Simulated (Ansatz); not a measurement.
An Ansatz input (plane waves, PAW) for OsF3 (ReO3-type structure) that has something wrong with it:

```yaml
crystal:
  lattice:
    - [4.0301740801, 0.0, 0.0]
    - [0.0, 4.0301740801, 0.0]
    - [0.0, 0.0, 4.0301740801]
  atoms:
    - { symbol: Os, position: [0.0, 0.0, 0.0], spin: 1.0 }
    - { symbol: F, position: [0.5, 0.0, 0.0] }
    - { symbol: F, position: [0.0, 0.0, 0.5] }
    - { symbol: F, position: [0.0, 0.5, 0.0] }
basis:
  ecutwfc: 420
  ecutrho_ratio: 4
kpoints:
  mp_grid: { grid: [10, 10, 10] }
hamiltonian:
  xc: pbe
  hubbard: { sites: [{ species: Os, l: d, u_eff: 20.0 }] }
scf:
  occupations: { method: gaussian, width: 0.05 }
  max_iter: 60
output:
  forces: true
  stress: true
magnetization:
  spin_polarized: true
```

Launched as:
```sh
ansatz run input.yaml --threads 2 --pin off --max-ram 2662MiB --backend cpu --events-out ev --progress --plain --runs-dir out
```

What the program printed:

SCF trace (energy estimate counted from the last row):
```tsv
iteration	ΔE (eV)	density residual (eV)	M (μB)
1	8.282	1.91e1	2.754
2	9.487	3.37e0	2.965
3	8.823	2.68e-1	3.462
4	7.376	1.27e-1	3.993
5	5.609	5.40e-1	4.896
6	2.864	1.51e0	5.000
7	1.472	9.55e-1	5.000
8	0.906	1.23e-1	5.000
9	0.100	5.68e-2	5.000
10	7.2e-04	3.29e-4	5.000
11	6.2e-05	6.20e-5	5.000
12	0.000	4.69e-7	5.000
13	0.000	1.01e-8	5.000
```

```
SCF 1 converged in 13 iterations: F = -13797.360453 eV  dr2 = 1.01e-8
SCF converged after 13 iterations
Magnetization: 5.0000 μB (21.0000 up, 16.0000 down)
Absolute magnetization: 5.0000 μB (∫|ρ↑−ρ↓|, with the PAW one-centre terms)
Per-site moments (μB) at R_I (Å): [(3.02681, 0.83122), (0.08306, 0.83122), (0.08306, 0.83122), (0.08306, 0.83122)]
Free energy (F): -13797.360453 eV
E sigma→0 (E₀):  -13797.360453 eV
Fermi energy:    6.603808 eV
--- Forces (eV/Å), atoms counted from 1 ---
  atom   1  Os     0.00000000     0.00000000     0.00000000
  atom   2  F      0.00000000     0.00000000     0.00000000
  atom   3  F      0.00000000     0.00000000     0.00000000
  atom   4  F      0.00000000     0.00000000     0.00000000
--- Stress (GPa, compression-positive) ---
       42.212448       0.000000       0.000000
        0.000000      42.212448       0.000000
        0.000000       0.000000      42.212448
  P = ⅓ Tr σ = 42.2124 GPa (422.124 kbar)
```

Task: What is wrong with it?

Result: An enormous U. Against the sound input: hamiltonian.hubbard: {"sites": [{"species": "Os", "l": "d", "u_eff": 20.0}]} (the cap on iterations is only a precaution).

The run converged all the same; its pressure of 42 GPa shows the fault against the sound run's. Run time: 8.4 s on 2 threads of Arm Neoverse V2 (shared host), peak memory 0.46 GiB. The run before the change (PBE, 420 eV, 10×10×10 mesh) gave:

| run | P (GPa) | gap on the mesh (eV) | cell moment (μB) | largest force component (eV/Å) |
| --- | --- | --- | --- | --- |
| sound | 0.0 | metal | 0.26 | 0.000 |
| spoiled | 42.2 | 1.95 | 5.00 | 0.000 |

The two runs also differ in their start: the sound one had the moments 0.15, 0.00, 0.00, 0.00 μB typed, and went on from the state of an earlier run.

The structure was built from a prototype; whether the compound forms in it isn't claimed. The ideal cubic cell shuts out tilts of the octahedra, which such structures often take.

Of that run: So small a moment in a metal hangs on mesh and smearing, and semilocal functionals can overstate it, so the real crystal may have none.
